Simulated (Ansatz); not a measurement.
Cu Kα1 powder pattern (kinematic, no thermal factors).
```tsv
2θ (°)	relative intensity
13.80	95
19.20	100
20.42	62
20.76	1
23.72	8
27.80	36
28.43	4
33.59	81
34.01	29
34.33	17
34.95	6
36.47	50
38.98	15
39.63	12
39.81	2
40.18	22
41.53	2
42.24	9
44.14	58
44.56	2
46.79	7
48.55	10
49.25	12
52.38	12
52.90	10
53.34	9
54.43	2
55.01	24
56.94	2
57.43	3
58.82	3
60.05	14
60.33	10
60.53	3
61.14	1
61.94	10
64.52	11
67.43	16
68.20	9
68.90	3
69.46	4
70.59	8
71.03	2
71.41	4
72.34	7
73.82	2
73.94	4
74.37	4
75.60	3
76.14	9
77.12	3
77.48	11
78.87	2
80.72	4
81.26	3
81.44	1
83.59	10
83.70	2
84.12	1
84.47	5
85.84	7
86.79	3
87.85	5
88.50	4
89.03	2
```

The pattern is computed from a structure relaxed with Ansatz 0.2.0, DFT PBE, scalar-relativistic, plane waves, PAW. No spin polarisation. Its elements are Al, Cl, La.

Task: Give the structure.

Result: LaAl$_{4}$Cl$_{3}$.
Space group P6/mmm (No. 191). a = 5.333 Å, b = 5.333 Å, c = 12.826 Å, α = 90.00°, β = 90.00°, γ = 120.00°
```tsv
atom	site	symmetry	x	y	z
La	1b	6/mmm	0.0000	0.0000	0.5000
Al	2c	-6m2	0.3333	0.6667	0.0000
Al	2d	-6m2	0.3333	0.6667	0.5000
Cl	1a	6/mmm	0.0000	0.0000	0.0000
Cl	2e	6mm	0.0000	0.0000	0.2927
```

A pattern alone doesn't exclude other cells with like lines; this is the one computed.

The cell was found from a structure generator's guess, not taken from experiment. No dispersion correction is applied, so the spacing between layers, chains or molecules is poorly fixed.
